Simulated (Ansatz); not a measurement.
Here is an unrelaxed guess for HfSi4.

```
Hf Si
1.0
     4.50833    0.00000    0.00000
    -2.25416    3.90433    0.00000
     0.00000    0.00000    4.72084
Hf Si
1 4
Direct
  0.00000 0.00000 0.50000
  0.46553 0.00000 0.50000
  0.00000 0.46553 0.50000
  0.53447 0.53447 0.50000
  0.00000 0.00000 0.00000
```

These are results of DFT PBE, scalar-relativistic, plane waves, PAW (Ansatz), not measurements. Settings: cutoff 420 eV, Γ-centred mesh 6×6×4 on the computed 5-atom cell, Gaussian smearing of 0.10 eV; no spin polarisation.

Energies over the elements count from the elements' standard structures at the same level, with no fitted energy shifts.

**Question.** What does a single point on this coarse mesh give?

**Answer.** The pressure is 60.6 GPa (the mean over three directions, positive in compression), the largest force is 5.67 eV/Å, and the energy is +1.76 eV/atom against the elements. The shortest distance is 2.10 Å.

**Question.** How much does it gain on relaxing, and where does it end?

**Answer.** Relaxing gains about 1.3 eV/atom (the start's value is from the coarse mesh, so the gain is rough) in 12 ionic steps and ends at +0.45 eV/atom on the finer mesh. The symmetry goes from P-62m (No. 189) to P6/mmm (No. 191). The volume per atom grows by 43.7 %, from 16.6 to 23.9 Å³. The shortest distance goes from 2.10 Å (Hf–Si) to 2.57 Å (Hf–Si). Conventional cell: a = 5.183 Å, c = 5.133 Å. Around Hf lie 8 Si at 2.57–2.59 Å; Si on a site of symmetry mmm is surrounded by 2 Hf at 2.59 Å and 4 Si at 2.59 Å; around Si on a site of symmetry 6/mmm lie 2 Hf at 2.57 Å.

The last run used a 12×12×8 mesh (in the run's order of axes) for its 5-atom cell and Gaussian smearing of 0.10 eV. Spin–orbit coupling, which can matter for Hf, is left out. The relaxation can't lower the symmetry of the start. A structure relaxed within its symmetry needn't be a true minimum. Another cell of HfSi4 relaxed alike, in Im-3m, lies 175 meV/atom lower, so this cell isn't the stable form at this level.
